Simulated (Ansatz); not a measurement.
LiNbO$_{3}$ (LiNbO3 type, space group R3c)

```xyz
10
Lattice="2.5671 1.4821 4.6088 -2.5671 1.4821 4.6088 0.0000 -2.9642 4.6088" Properties=species:S:1:pos:R:3 pbc="T T T"
Li     0.0000     0.0000     9.7135
Li     0.0000     0.0000     2.8002
Nb     0.0000     0.0000    13.6179
Nb     0.0000     0.0000     6.7046
O     -0.6438     1.4345     8.1221
O      1.5642    -0.1597     8.1221
O     -0.9204    -1.2748     8.1221
O      1.0029     1.3224     5.8176
O      0.6438    -1.5298     5.8176
O     -1.6467     0.2073     5.8176
```

The slice is a (-1 1 0 4) plane (indices of the conventional cell) through the point (0.985, 0.985, 0.985) (fractional), spanned by u = [1 0 -1] and v = [1 -1 1] in vectors of this cell: u (5.13 Å) and v (7.51 Å, at 90° to u). It covers one period; positions are fractions (u, v).

Calculation: PBEsol (plane waves to 420 eV, PAW, scalar-relativistic; Ansatz, a quantum-chemistry and plane-wave program). k mesh 8×8×8. These are valence fields of a PAW run, semicore shells included where kept as valence: close to a nucleus they are smooth pseudo fields. LiNbO3 is run without spin polarisation. LiNbO3 was relaxed with its symmetry unable to fall. The PAW data are Ansatz's earlier set.

Q: Around which element is the density of the lowest conduction band (whole band as if filled, smooth part) largest on this plane?

A: Nb. Mean over a disc round each atom, of radius 0.45 times the shortest bond: Nb 0.082, O 0.013 e/Å³.

Q: Around which element is the density of the highest valence band (whole band, smooth part) largest on this plane?

A: O. Mean over a disc round each atom, of radius 0.45 times the shortest bond: O 0.057, Nb 0.005 e/Å³.

Q: Sketch the electrostatic potential energy of an electron, from the cell's mean on this plane as a map.

A: 
| v \ u | 0.00 | 0.12 | 0.25 | 0.38 | 0.50 | 0.62 | 0.75 | 0.88 |
|---|---|---|---|---|---|---|---|---|
| 0.88 | <2.0 | <2.0 | 7.1 | 8.9 | 8.6 | 8.6 | 7.1 | <2.0 |
| 0.75 | x | x | x | x | x | x | 8.5 | 8.9 |
| 0.62 | <2.0 | <2.0 | 6.7 | 5.8 | x | 6.0 | 6.7 | <2.0 |
| 0.50 | x | x | 2.2 | 8.4 | 10.1 | 9.3 | 2.3 | x |
| 0.38 | <2.0 | <2.0 | 7.1 | 8.6 | 8.6 | 8.9 | 7.1 | <2.0 |
| 0.25 | x | 8.9 | 8.5 | x | x | x | x | x |
| 0.12 | <2.0 | <2.0 | 6.7 | 6.0 | x | 5.8 | 6.7 | <2.0 |
| 0.00 | x | x | 2.3 | 9.3 | 10.1 | 8.4 | 2.2 | x |

Values: electrostatic potential energy of an electron, from the cell's mean, in eV. Points within 0.8 Å of a nucleus are blanked (x), as the pseudised field means little there. Values under 2 eV are set to 2. The zero, the cell's mean, hangs on the PAW cores.
